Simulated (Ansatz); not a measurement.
Consider a crystal of TaBiS3 in space group R-3c (No. 167), with Ta on 6b; Bi on 6a; S on 18e. The guess for TaBiS3 was made by a generator: perovskite family, tilts a-a-a- (A site Bi; B site Ta; X site S).

These are results of DFT PBE, scalar-relativistic, plane waves, PAW in Ansatz 0.2.0, not measurements. Cutoff 420 eV, Γ-centred mesh, Gaussian smearing, no spin polarisation.

Energies over the elements count from the elements' standard structures at the same level, with no fitted energy shifts.

Question: Give the relaxed lattice parameters and positions.

Answer:

Space group R-3c:H (No. 167). a = 7.038 Å, b = 7.038 Å, c = 14.756 Å, α = 90.00°, β = 90.00°, γ = 120.00°
```json
{"atom": "Ta", "site": "6b", "symmetry": "-3.", "x": "0.3333", "y": "0.6667", "z": "0.1667"}
{"atom": "Bi", "site": "6a", "symmetry": "32", "x": "0.3333", "y": "0.6667", "z": "0.4167"}
{"atom": "S", "site": "18e", "symmetry": ".2", "x": "0.5998", "y": "0.5998", "z": "0.2500"}
```

Around Ta lie 6 S at 2.48 Å; Bi is surrounded by 3 S at 2.82 Å and 6 S at 3.27 Å; S is surrounded by 2 Ta at 2.48 Å and 1 Bi at 2.82 Å. Another local minimum with the same sites may exist.

Question: Where does its energy lie, and is it a metal?

Answer: The energy over the elements is −0.46 eV/atom and the gap on the 8×8×8 mesh of the 10-atom cell is 0 eV (a metal). A negative formation energy is needed for stability but isn't enough: competing phases decide.

The last run used Gaussian smearing of 0.10 eV. Spin–orbit coupling, which can matter for Bi and Ta, is left out. The reference form of S is held partly by dispersion forces, which this level lacks. Symmetry constrained the relaxation, so the result can be a saddle point.
